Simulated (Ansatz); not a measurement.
BaGaSnH:
```
CELL_PARAMETERS angstrom
      4.53162     0.00000     0.00000
     -2.26581     3.92450     0.00000
      0.00000     0.00000     5.20713
ATOMIC_POSITIONS crystal
  Ba 0.33333 0.66667 0.99979
  Ga 0.00000 0.00000 0.41650
  Sn 0.66667 0.33333 0.54305
  H  0.00000 0.00000 0.08436
```

Tensor components refer to the Cartesian frame of this cell.

Problem. Give the high-frequency dielectric tensor and the Born effective charge tensors of the independent atoms from DFPT, the program Ansatz at the PBEsol level (PAW).

Solution. 
ε∞:
```
22.6  0.00  0.00
0.00  22.6  0.00
0.00  0.00  13.3
```
Z* of atom 1 (Ba), rows: field, columns: displacement, in e:
```
1.99  0.00  0.00
0.00  1.99  0.00
0.00  0.00  2.34
```
Z* of atom 2 (Ga), rows: field, columns: displacement, in e:
```
1.54  0.00  0.00
0.00  1.54  0.00
0.00  0.00  0.84
```
Z* of atom 3 (Sn), rows: field, columns: displacement, in e:
```
-1.98   0.00   0.00
 0.00  -1.98   0.00
 0.00   0.00  -1.44
```
Z* of atom 4 (H), rows: field, columns: displacement, in e:
```
-1.56   0.00   0.00
 0.00  -1.56   0.00
 0.00   0.00  -1.74
```

Static charges for comparison (Bader): Ba1 +1.19, Ga2 0.00, Sn3 -0.68, H4 -0.51 e. Born charges measure polarisation by displacement and can exceed these by far.

Space group P3m1. The workflow started from a Materials Project entry (that database holds measured and hypothetical structures alike); the Crystallography Open Database files this formula in space group No. 156, but the cells were not matched. Whether it is the stable phase at ambient conditions was not checked. The PBEsol relaxation kept the symmetry of its start; its stability against distortions is not shown here. Scalar-relativistic: spin–orbit coupling is off unless named, which matters more the heavier the elements.

Potentials: the later of the program's two PAW sets.
